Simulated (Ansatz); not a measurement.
Relaxed-ion elastic tensor of Mg$_{2}$ZnO$_{3}$ in space group P-3m1 (No. 164; Mg on 2d, Zn on 1a, O on 2d, O on 1b) in GPa (Voigt order), PBEsol (plane waves, PAW; program Ansatz); density 4.73 g/cm³, 9.47 Å³ per atom.

```json
[
 {"": "1", "1": "316", "2": "97.3", "3": "86.1", "4": "23.7", "5": "0.0", "6": "0.0"},
 {"": "2", "1": "97.3", "2": "316", "3": "86.1", "4": "-23.7", "5": "0.0", "6": "0.0"},
 {"": "3", "1": "86.1", "2": "86.1", "3": "328", "4": "0.0", "5": "0.0", "6": "0.0"},
 {"": "4", "1": "23.7", "2": "-23.7", "3": "0.0", "4": "80.1", "5": "0.0", "6": "0.0"},
 {"": "5", "1": "0.0", "2": "0.0", "3": "0.0", "4": "0.0", "5": "80.1", "6": "23.7"},
 {"": "6", "1": "0.0", "2": "0.0", "3": "0.0", "4": "0.0", "5": "23.7", "6": "109"}
]
```

Is the crystal mechanically stable?

Yes: the smallest eigenvalue of C is 66.8 GPa.

Work out the Voigt, Reuss and Hill averages.

K_V = 166, K_R = 166, K_H = 166; G_V = 99.8, G_R = 91.7, G_H = 95.8 GPa.

Give Young's modulus, Poisson's ratio, Pugh's ratio and the universal anisotropy index.

E = 9KG/(3K + G) = 241 GPa; ν = 0.26; K/G = 1.74 (near the Pugh limit of 1.75, no verdict); A_U = 5G_V/G_R + K_V/K_R − 6 = 0.45.

Estimate the sound speeds and the Debye temperature.

v_l = √((K + 4G/3)/ρ) = 7880 m/s, v_t = √(G/ρ) = 4500 m/s, mean 5000 m/s; Θ = (h/k)(3n/4πV)^(1/3) v_m = 703 K.

Solve the Christoffel equation for the three sound speeds along x, y, z.

Eigenvalues of C_ijkl n_j n_l equal ρv². In km/s, slowest first: x 3.76, 5.08, 8.17; y 4.05, 4.80, 8.20; z 4.11, 4.11, 8.32.

How much does each axis shrink under pressure?

Linear compressibilities β_i = Σ_j S_ij (j = 1 to 3): x 2.0, y 2.0, z 2.0 per TPa.

The first step of the workflow began from a Materials Project structure, measured or hypothetical; the Crystallography Open Database copy checked does not list it. With Mg and Zn taken as one species the cell has the higher symmetry Fm-3m, so it may be an ordered model of a mixed-site phase. Whether it is the stable phase at ambient conditions was not checked. The PBEsol relaxation kept the symmetry of its start; of distortions, only those at the zone centre were tested.

Potentials: the later of the program's two PAW sets.
